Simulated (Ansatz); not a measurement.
BaHfO$_{3}$:
```
CELL_PARAMETERS angstrom
      4.12128     0.00000     0.00000
      0.00000     4.12128     0.00000
      0.00000     0.00000     4.12128
ATOMIC_POSITIONS crystal
  Ba 0.50000 0.50000 0.50000
  Hf 0.00000 0.00000 0.00000
  O  0.00000 0.50000 0.00000
  O  0.50000 0.00000 0.00000
  O  0.00000 0.00000 0.50000
```

Relaxed with LDA.

Give the optical modes at the zone centre with their infrared and Raman activity from DFPT, LDA in the plane-wave PAW code Ansatz.

Transverse frequencies, without the LO–TO term; a row sums one degenerate level.

| ω (cm⁻¹) | degeneracy | IR ((D/Å)²/amu) | Raman (Å⁴/amu) | activity | symmetry |
|---|---|---|---|---|---|
| 104 | 3 | 20.95 | 0 | IR | T1u |
| 185 | 3 | 68.68 | 0 | IR | T1u |
| 191 | 3 | 0.00 | 0 | silent | T2u |
| 545 | 3 | 54.59 | 0 | IR | T1u |

How high does the top mode go among those that the LO–TO term moves?

703 cm⁻¹ for q along x.

Space group Pm-3m (cubic perovskite). The cell was relaxed with LDA under the symmetry of its start; phonons on a q-mesh show weakly imaginary modes. The run is not spin-polarised. Scalar-relativistic: spin–orbit coupling is off unless named, which matters more the heavier the elements.

Potentials: the later of the program's two PAW sets.
